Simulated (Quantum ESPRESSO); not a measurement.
# Al4NFO4: finding a planted mistake in a log

A calculation, not a measurement. The program is pw.x of Quantum ESPRESSO 7.5 (plane-wave density functional theory). The cell is made up: 10 atoms on a corundum lattice, with randomly drawn elements, strain and displacements, not relaxed. PseudoDojo standard norm-conserving files (v0.5 for PBE, v0.4.1 for LDA and PBEsol) set the functional; there is no spin polarisation, spin-orbit coupling or dispersion term, and the masses in the input are unused placeholders.

Intended input:

```
&control calculation='scf', pseudo_dir='./dojo.nc.sr.pbe.v0_5.standard.upf', outdir='./o', disk_io='low', tprnfor=.true., tstress=.true. /
&system ibrav=0, nat=10, ntyp=4, nbnd=30, ecutwfc=84.00895049, nosym=.true., tot_charge=0,
 occupations='smearing', smearing='fd', degauss=0.0018374661
/
&electrons conv_thr=7.350e-09, electron_maxstep=60, /
ATOMIC_SPECIES
Al 1.0 Al.upf
F 1.0 F.upf
N 1.0 N.upf
O 1.0 O.upf
CELL_PARAMETERS angstrom
2.4396 1.3866 4.3162
-2.3925 1.3798 4.2924
0.0177 -2.752 4.2997
ATOMIC_POSITIONS angstrom
Al 0.0695 0.066 4.5275
Al 0.0569 -0.0292 1.9624
Al -0.0397 -0.0133 8.3818
Al -0.0079 0.0125 11.052
N -0.8948 1.3146 7.5135
F -0.6786 -1.4905 7.4359
O 1.6909 0.1415 7.5375
O 1.0186 -1.3382 5.3255
O 0.7128 1.4016 5.4111
O -1.6488 -0.1509 5.4265
K_POINTS automatic
6 6 6 1 1 1
```

The log is shortened where brackets say so; the opening notice, blank lines, dates and the lines on written files are dropped, and the path of the files is cut. It prints rydbergs, bohrs and kilobars, and counts compression as positive stress. Where no state is partly filled, the Fermi energy that it prints is only some level between the filled and the empty states on the mesh, and need not lie in the true gap.

Log of the intended run:

```
     Program PWSCF v.7.5
     Parallel version (MPI & OpenMP), running on       4 processor cores
     Number of MPI processes:                 4
     Threads/MPI process:                     1
     [start-up lines left out]
     bravais-lattice index     =            0
     lattice parameter (alat)  =       9.7287  a.u.
     unit-cell volume          =     580.1826 (a.u.)^3
     number of atoms/cell      =           10
     number of atomic types    =            4
     number of electrons       =        48.00
     number of Kohn-Sham states=           30
     kinetic-energy cutoff     =      84.0090  Ry
     charge density cutoff     =     336.0358  Ry
     scf convergence threshold =      7.3E-09
     mixing beta               =       0.7000
     number of iterations used =            8  plain     mixing
     Exchange-correlation= PBE
                           (   1   4   3   4   0   0   0)
     [axes and pseudopotential details left out]
   Cartesian axes
     site n.     atom                  positions (alat units)
         1        Al     tau(   1) = (   0.0134999   0.0128200   0.8794348  )
         2        Al     tau(   2) = (   0.0110524  -0.0056719   0.3811823  )
         3        Al     tau(   3) = (  -0.0077114  -0.0025834   1.6281053  )
         4        Al     tau(   4) = (  -0.0015345   0.0024280   2.1467727  )
         5        N      tau(   5) = (  -0.1738086   0.2553517   1.4594441  )
         6        F      tau(   6) = (  -0.1318132  -0.2895191   1.4443709  )
         7        O      tau(   7) = (   0.3284453   0.0274854   1.4641060  )
         8        O      tau(   8) = (   0.1978558  -0.2599359   1.0344406  )
         9        O      tau(   9) = (   0.1384564   0.2722509   1.0510678  )
        10        O      tau(  10) = (  -0.3202677  -0.0293113   1.0540592  )
     number of k points=   108  Fermi-Dirac smearing, width (Ry)=  0.0018
     Number of k-points >= 100: set verbosity='high' to print them.
     Dense  grid:    60395 G-vectors     FFT dimensions: (  60,  60,  60)
     Estimated max dynamical RAM per process >     178.79 MB
     Estimated total dynamical RAM >     670.92 MB
     Initial potential from superposition of free atoms
     starting charge      47.9902, renormalised to      48.0000
     Starting wfcs are   40 randomized atomic wfcs
     total cpu time spent up to now is        7.6 secs
     per-process dynamical memory:   151.5 Mb
     Self-consistent Calculation
     iteration #  1     ecut=    84.01 Ry     beta= 0.70
     Davidson diagonalization with overlap
     ethr =  1.00E-02,  avg # of iterations =  3.9
     total cpu time spent up to now is       24.3 secs
     total energy              =    -220.87783966 Ry
     estimated scf accuracy    <       2.38786505 Ry
     iteration #  2     ecut=    84.01 Ry     beta= 0.70
     Davidson diagonalization with overlap
     ethr =  4.97E-03,  avg # of iterations =  2.3
     total cpu time spent up to now is       39.6 secs
     total energy              =    -221.56747088 Ry
     estimated scf accuracy    <       1.59703499 Ry
     [iterations 3 to 10 left out]
     iteration # 11     ecut=    84.01 Ry     beta= 0.70
     Davidson diagonalization with overlap
     ethr =  8.58E-11,  avg # of iterations =  2.0
     total cpu time spent up to now is      174.6 secs
     total energy              =    -221.86676641 Ry
     estimated scf accuracy    <       0.00000002 Ry
     iteration # 12     ecut=    84.01 Ry     beta= 0.70
     Davidson diagonalization with overlap
     ethr =  3.25E-11,  avg # of iterations =  2.0
     total cpu time spent up to now is      187.2 secs
     End of self-consistent calculation
     Number of k-points >= 100: set verbosity='high' to print the bands.
     the Fermi energy is    12.4524 ev
!    total energy              =    -221.86676641 Ry
     estimated scf accuracy    <          1.3E-09 Ry
     smearing contrib. (-TS)   =      -0.00000000 Ry
     internal energy E=F+TS    =    -221.86676641 Ry
     The total energy is F=E-TS. E is the sum of the following terms:
     one-electron contribution =     -41.45709624 Ry
     hartree contribution      =      56.15228927 Ry
     xc contribution           =     -60.81382582 Ry
     ewald contribution        =    -175.74813362 Ry
     convergence has been achieved in  12 iterations
     Forces acting on atoms (cartesian axes, Ry/au):
     atom    1 type  1   force =     0.02096436   -0.14869093    0.04941690
     atom    2 type  1   force =     0.04435752   -0.06126871   -0.08795892
     atom    3 type  1   force =     0.09560587    0.10248724    0.03611608
     atom    4 type  1   force =    -0.06600065   -0.02022557   -0.05844871
     atom    5 type  3   force =    -0.03713207    0.07769946   -0.01182619
     atom    6 type  2   force =    -0.03152494    0.02444702    0.01934426
     atom    7 type  4   force =    -0.02681403   -0.00557926    0.02507801
     atom    8 type  4   force =    -0.08065066   -0.06582579    0.05624796
     atom    9 type  4   force =     0.04566576    0.10600832    0.01187834
     atom   10 type  4   force =     0.03552883   -0.00905178   -0.03984773
     Total force =     0.329965     Total SCF correction =     0.000010
     Computing stress (Cartesian axis) and pressure
          total   stress  (Ry/bohr**3)                   (kbar)     P=      144.48
   0.00040967  -0.00021833   0.00015478           60.26      -32.12       22.77
  -0.00021833   0.00117774   0.00024047          -32.12      173.25       35.37
   0.00015478   0.00024047   0.00135914           22.77       35.37      199.94
     init_run     :      7.13s CPU      7.41s WALL (       1 calls)
     electrons    :    178.07s CPU    179.63s WALL (       1 calls)
     forces       :      2.01s CPU      2.01s WALL (       1 calls)
     stress       :      7.19s CPU      7.20s WALL (       1 calls)
     [timing details left out]
     PWSCF        :   3m14.67s CPU   3m16.57s WALL
     JOB DONE.
```

A second run was made from an input with one planted mistake. Its log:

```
     Program PWSCF v.7.5
     Parallel version (MPI & OpenMP), running on       4 processor cores
     Number of MPI processes:                 4
     Threads/MPI process:                     1
     [start-up lines left out]
     bravais-lattice index     =            0
     lattice parameter (alat)  =       9.7287  a.u.
     unit-cell volume          =     580.1826 (a.u.)^3
     number of atoms/cell      =           10
     number of atomic types    =            4
     number of electrons       =        48.00
     number of Kohn-Sham states=           30
     kinetic-energy cutoff     =      60.7834  Ry
     charge density cutoff     =     243.1335  Ry
     scf convergence threshold =      7.3E-09
     mixing beta               =       0.7000
     number of iterations used =            8  plain     mixing
     Exchange-correlation= PBE
                           (   1   4   3   4   0   0   0)
     [axes and pseudopotential details left out]
   Cartesian axes
     site n.     atom                  positions (alat units)
         1        Al     tau(   1) = (   0.0134999   0.0128200   0.8794348  )
         2        Al     tau(   2) = (   0.0110524  -0.0056719   0.3811823  )
         3        Al     tau(   3) = (  -0.0077114  -0.0025834   1.6281053  )
         4        Al     tau(   4) = (  -0.0015345   0.0024280   2.1467727  )
         5        N      tau(   5) = (  -0.1738086   0.2553517   1.4594441  )
         6        F      tau(   6) = (  -0.1318132  -0.2895191   1.4443709  )
         7        O      tau(   7) = (   0.3284453   0.0274854   1.4641060  )
         8        O      tau(   8) = (   0.1978558  -0.2599359   1.0344406  )
         9        O      tau(   9) = (   0.1384564   0.2722509   1.0510678  )
        10        O      tau(  10) = (  -0.3202677  -0.0293113   1.0540592  )
     number of k points=   108  Fermi-Dirac smearing, width (Ry)=  0.0018
     Number of k-points >= 100: set verbosity='high' to print them.
     Dense  grid:    37145 G-vectors     FFT dimensions: (  50,  48,  48)
     Estimated max dynamical RAM per process >     110.28 MB
     Estimated total dynamical RAM >     413.92 MB
     Check: negative core charge=   -0.000019
     Initial potential from superposition of free atoms
     starting charge      47.9902, renormalised to      48.0000
     Starting wfcs are   40 randomized atomic wfcs
     total cpu time spent up to now is        4.8 secs
     per-process dynamical memory:    95.7 Mb
     Self-consistent Calculation
     iteration #  1     ecut=    60.78 Ry     beta= 0.70
     Davidson diagonalization with overlap
     ethr =  1.00E-02,  avg # of iterations =  3.8
     total cpu time spent up to now is       13.5 secs
     total energy              =    -220.85088561 Ry
     estimated scf accuracy    <       2.35220442 Ry
     iteration #  2     ecut=    60.78 Ry     beta= 0.70
     Davidson diagonalization with overlap
     ethr =  4.90E-03,  avg # of iterations =  2.3
     total cpu time spent up to now is       21.7 secs
     total energy              =    -221.52639167 Ry
     estimated scf accuracy    <       1.56323068 Ry
     [iterations 3 to 10 left out]
     iteration # 11     ecut=    60.78 Ry     beta= 0.70
     Davidson diagonalization with overlap
     ethr =  8.43E-11,  avg # of iterations =  2.0
     total cpu time spent up to now is       98.1 secs
     total energy              =    -221.82041233 Ry
     estimated scf accuracy    <       0.00000002 Ry
     iteration # 12     ecut=    60.78 Ry     beta= 0.70
     Davidson diagonalization with overlap
     ethr =  3.55E-11,  avg # of iterations =  2.0
     total cpu time spent up to now is      105.7 secs
     End of self-consistent calculation
     Number of k-points >= 100: set verbosity='high' to print the bands.
     the Fermi energy is    12.4487 ev
!    total energy              =    -221.82041233 Ry
     estimated scf accuracy    <          1.1E-09 Ry
     smearing contrib. (-TS)   =      -0.00000000 Ry
     internal energy E=F+TS    =    -221.82041233 Ry
     The total energy is F=E-TS. E is the sum of the following terms:
     one-electron contribution =     -41.36976293 Ry
     hartree contribution      =      56.08965824 Ry
     xc contribution           =     -60.79217402 Ry
     ewald contribution        =    -175.74813363 Ry
     convergence has been achieved in  12 iterations
     Forces acting on atoms (cartesian axes, Ry/au):
     atom    1 type  1   force =     0.02107138   -0.14869824    0.04952417
     atom    2 type  1   force =     0.04442338   -0.06133577   -0.08795574
     atom    3 type  1   force =     0.09538490    0.10241340    0.03603665
     atom    4 type  1   force =    -0.06601696   -0.02020047   -0.05826342
     atom    5 type  3   force =    -0.03729627    0.07757280   -0.01147670
     atom    6 type  2   force =    -0.03172553    0.02402797    0.01925087
     atom    7 type  4   force =    -0.02655531   -0.00549535    0.02503514
     atom    8 type  4   force =    -0.07992593   -0.06565095    0.05561124
     atom    9 type  4   force =     0.04545253    0.10633155    0.01200403
     atom   10 type  4   force =     0.03518780   -0.00896494   -0.03976624
     Total force =     0.329530     Total SCF correction =     0.000010
     Computing stress (Cartesian axis) and pressure
          total   stress  (Ry/bohr**3)                   (kbar)     P=       53.54
  -0.00020825  -0.00021750   0.00015695          -30.63      -31.99       23.09
  -0.00021750   0.00056147   0.00024326          -31.99       82.59       35.79
   0.00015695   0.00024326   0.00073862           23.09       35.79      108.66
     init_run     :      4.20s CPU      4.27s WALL (       1 calls)
     electrons    :    100.22s CPU    100.85s WALL (       1 calls)
     forces       :      1.21s CPU      1.24s WALL (       1 calls)
     stress       :      4.77s CPU      4.79s WALL (       1 calls)
     [timing details left out]
     PWSCF        :   1m50.99s CPU   1m51.79s WALL
     JOB DONE.
```

Question: what was wrong in the second input?

Answer: the plane-wave cutoff is too low. The input lines that differ, file-writing options aside:

```
- &system ibrav=0, nat=10, ntyp=4, nbnd=30, ecutwfc=84.00895049, nosym=.true., tot_charge=0,
+ &system ibrav=0, nat=10, ntyp=4, nbnd=30, ecutwfc=60.78337888, nosym=.true., tot_charge=0,
```

|  | intended run | run with the mistake |
| --- | --- | --- |
| free energy (eV) | -3018.651 | -3018.020 |
| smearing term -TS (eV) | 0.0000 | 0.0000 |
| pressure (GPa) | 14.45 | 5.35 |
| largest force component (eV/Å) | 3.823 | 3.823 |
| largest change of a force component (eV/Å) |  | 0.019 |
| iterations | 12 | 12 |

For scale, a rerun of the intended cell at 1437 eV and a 8 x 8 x 8 mesh moved values by no more than 0.003 eV in energy, 0.02 GPa in stress and 0.002 eV/Å in force.